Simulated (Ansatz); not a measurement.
Polymorphs of Cs, each relaxed with r²SCAN in the plane-wave PAW code Ansatz:

A: bcc (W type) (Im-3m)
a = b = c = 6.267 Å, α = β = γ = 90.00°

| atom | site | symmetry | x | y | z |
|---|---|---|---|---|---|
| Cs | 2a | m-3m | 0.0000 | 0.0000 | 0.0000 |

B: I4_1/amd
a = b = 5.1614 Å, c = 18.9802 Å, α = β = γ = 90.00°

```
atom  site  symmetry       x       y       z
----  ----  --------  ------  ------  ------
Cs      4b      -4m2  0.0000  0.0000  0.5000
```

Question: Order them by energy per atom at 0 K (lowest first) at the level r²SCAN.

Answer: A (+0 meV/atom), B (+59 meV/atom)

Not the usual ambient phase: B. All cells were relaxed under the symmetry of their starts (and spin orders); stability against distortions was not tested throughout. Scalar-relativistic: spin–orbit coupling is off unless named, which matters more the heavier the elements.

Energies hold the estimated change up to a 700 eV cutoff; steps of a few meV lie near the error of the meshes.

Potentials: the earlier of the program's two PAW sets.
